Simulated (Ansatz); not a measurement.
TiAu (CsCl type)

```xyz
4
Lattice="6.3766 0.0000 0.0000 3.1883 3.1883 0.0000 0.0000 0.0000 3.1883" Properties=species:S:1:pos:R:3 pbc="T T T"
Ti     7.9708     1.5942     1.5942
Ti     4.7825     1.5942     1.5942
Au     0.0000     0.0000     0.0000
Au     3.1883     0.0000     0.0000
```

A phonon eigenvector at M = (0.5, 0.5, 0.0) is frozen into this cell: atom i moves by Q times the vector below, so Q is the largest atomic displacement, in Å. The cell is held. (q is in reciprocal vectors of the primitive cell; the cell shown is doubled to hold the pattern.)

| atom | x | y | z |
|---|---|---|---|
| Au3 | 0.000 | 0.000 | -1.000 |
| Au4 | 0.000 | 0.000 | 1.000 |

Atoms not listed stay in place.

Computed with LDA (plane waves to 420 eV, PAW, scalar-relativistic; Ansatz, a quantum-chemistry and plane-wave program). k mesh 15×15×15 (Γ-centred), Fermi-Dirac smearing 0.05 eV. Energies are smeared free energies. With partly filled bands, energies and forces of such displacements shift with the k mesh and the smearing. Spin-orbit coupling is left out, though Au is heavy. TiAu is run without spin polarisation. TiAu was relaxed with its symmetry unable to fall. The zero of ΔE is the undisplaced structure. The last digit holds for this mesh only.

```
Q (Å)    ΔE (meV/cell)
-------  -------------
-0.2800       withheld
-0.2333           61.2
-0.1867           31.0
-0.1400           13.2
-0.0933            4.3
-0.0467            0.8
0.0000             0.0
0.0467             0.8
0.0933             4.3
0.1400            13.2
0.1867            31.0
0.2333            61.2
0.2800        withheld
```

### Question
Fit an even polynomial form (powers 2, 4, 6) to the given rows and predict ΔE at Q = 0.2800.

### Answer
Least squares on the 11 given rows: ΔE = (345.6)·Q² + (17940)·Q⁴ + (-66740)·Q⁶, in meV/cell with Q in Å; root-mean-square residual 0.03 meV/cell. At 0.2800 the fit gives 105.2 meV/cell; the calculation gives 105.8 meV/cell, so the extrapolation is off by -0.6 (-0.6 %). The quadratic term alone would give 27.1 meV/cell.

(For displaced atoms, the force is minus the slope of the energy, and its curvature is a force constant, which sets phonon frequencies.)
